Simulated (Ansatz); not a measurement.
TiCo₂ (cubic Laves, MgCu2 type)

```xyz
6
Lattice="0.0000 3.2766 3.2766 3.2766 0.0000 3.2766 3.2766 3.2766 0.0000" Properties=species:S:1:pos:R:3 pbc="T T T"
Ti     0.0000     0.0000     0.0000
Ti     1.6383     1.6383     1.6383
Co     4.0957     2.4574     2.4574
Co     2.4574     2.4574     4.0957
Co     2.4574     4.0957     2.4574
Co     4.0957     4.0957     4.0957
```

Grid over V/V₀ and (c/a)/(c/a)₀, subscript 0 meaning the relaxed cell; the conventional c axis lies along z; no internal relaxation.

Level of theory: PBEsol (plane waves to 420 eV, PAW, scalar-relativistic; Ansatz, a quantum-chemistry and plane-wave program). k mesh 12×12×12 (Γ-centred), Fermi-Dirac smearing 0.05 eV. Compression counts positive. With partly filled bands, the response to shear is sensitive to the k mesh, so small differences along c/a are uncertain. TiCo2 is run without spin polarisation. TiCo2 was relaxed with its symmetry unable to fall. The last digit holds for this mesh only.

Changes of P (GPa) from the point V/V₀ = 1.000, (c/a)/(c/a)₀ = 1.000 when one coordinate moves alone (two changes are said to add if the coupling is within 5 % of the smaller one, nearly so within 20 %):

```json
[
 {"point": "V/V₀ = 1.000, (c/a)/(c/a)₀ = 0.880", "change": "1.71"},
 {"point": "V/V₀ = 1.000, (c/a)/(c/a)₀ = 0.920", "change": "0.78"},
 {"point": "V/V₀ = 1.000, (c/a)/(c/a)₀ = 0.960", "change": "0.20"},
 {"point": "V/V₀ = 0.960, (c/a)/(c/a)₀ = 1.000", "change": "10.32"},
 {"point": "V/V₀ = 0.973, (c/a)/(c/a)₀ = 1.000", "change": "6.63"},
 {"point": "V/V₀ = 0.987, (c/a)/(c/a)₀ = 1.000", "change": "3.19"},
 {"point": "V/V₀ = 1.013, (c/a)/(c/a)₀ = 1.000", "change": "-2.97"},
 {"point": "V/V₀ = 1.027, (c/a)/(c/a)₀ = 1.000", "change": "-5.74"},
 {"point": "V/V₀ = 1.040, (c/a)/(c/a)₀ = 1.000", "change": "-8.31"},
 {"point": "V/V₀ = 1.000, (c/a)/(c/a)₀ = 1.040", "change": "0.19"},
 {"point": "V/V₀ = 1.000, (c/a)/(c/a)₀ = 1.080", "change": "0.74"},
 {"point": "V/V₀ = 1.000, (c/a)/(c/a)₀ = 1.120", "change": "1.62"}
]
```

Q: Do the two effects add at V/V₀ = 0.987, (c/a)/(c/a)₀ = 1.120? Give the computed change.

A: The sum of the single changes is 3.19 + (1.62) = 4.81; the calculation gives 4.85, so they add (within 5 % of the smaller single change).

(Under strain, the slope of the energy per volume gives the stress and its curvature an elastic modulus.)
